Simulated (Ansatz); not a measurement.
CoGe$_{2}$:
```
CoGe2
1.0
    4.47201     0.00000     0.00000
   -2.23600     3.87287     0.00000
    0.00000     0.00000     2.56678
Co Ge
1 2
Direct
  0.00000   0.00000   0.00000
  0.33333   0.66667   0.50000
  0.66667   0.33333   0.50000
```
The run is spin-polarised; directions of the spins, atom by atom: ↑ 0 0.

Relaxed with PBEsol. Special points in fractions of this cell's reciprocal vectors: Γ (0.000, 0.000, 0.000); M (0.500, 0.000, 0.000); K (0.333, 0.333, 0.000); A (0.000, 0.000, 0.500); L (0.500, 0.000, 0.500); H (0.333, 0.333, 0.500).

**Question.** List the band energies nearest the Fermi level at these points for PBEsol in the plane-wave PAW code Ansatz.

**Answer.** In eV from the Fermi level; about four levels below and three above (degenerate sets whole), none deeper than 8.9 eV; points with the same levels are listed once.

```
k                            below                above
---  -----------------------------  -------------------
Γ ↑        -1.26 -1.26 -0.35 -0.35      1.55 7.63 11.87
M ↑        -2.37 -1.60 -1.56 -1.21       3.69 5.00 5.57
K ↑        -2.45 -2.45 -1.58 -1.58       1.04 1.04 2.19
A ↑        -0.56 -0.54 -0.29 -0.29       4.82 5.27 5.27
L ↑        -1.92 -1.80 -1.74 -0.45       0.30 0.30 3.20
H ↑  -2.10 -2.10 -1.89 -1.48 -1.48       2.12 5.36 5.36
Γ ↓  -4.69 -4.69 -2.53 -1.23 -1.23  0.21 0.21 0.77 0.77
M ↓        -4.81 -1.81 -1.31 -0.02       0.14 0.20 3.74
K ↓        -7.52 -2.11 -1.61 -1.61  0.17 0.17 1.51 1.51
A ↓        -0.78 -0.51 -0.20 -0.20  0.74 5.02 5.76 5.76
L ↓        -3.25 -0.67 -0.56 -0.39       0.36 0.68 1.19
H ↓        -0.69 -0.69 -0.28 -0.28       2.80 5.54 5.54
```

Space group P6/mmm. The cell is a constructed one: a structure type filled with these elements; neither database checked (COD, Materials Project) lists it. Whether it is the stable phase at ambient conditions was not checked. The PBEsol relaxation kept the symmetry of its start; its stability against distortions is not shown here. The final state is ferromagnetic, chosen from 5 collinear starts compared on coarse meshes (ties went to the first, and starts can fall back to one state), not a proven ground state. Scalar-relativistic: spin–orbit coupling is off unless named, which matters more the heavier the elements.

Potentials: the earlier of the program's two PAW sets. The files were generated under PBE; for other functionals the program regenerates the frozen cores, and for LDA and PBEsol the local potential too.
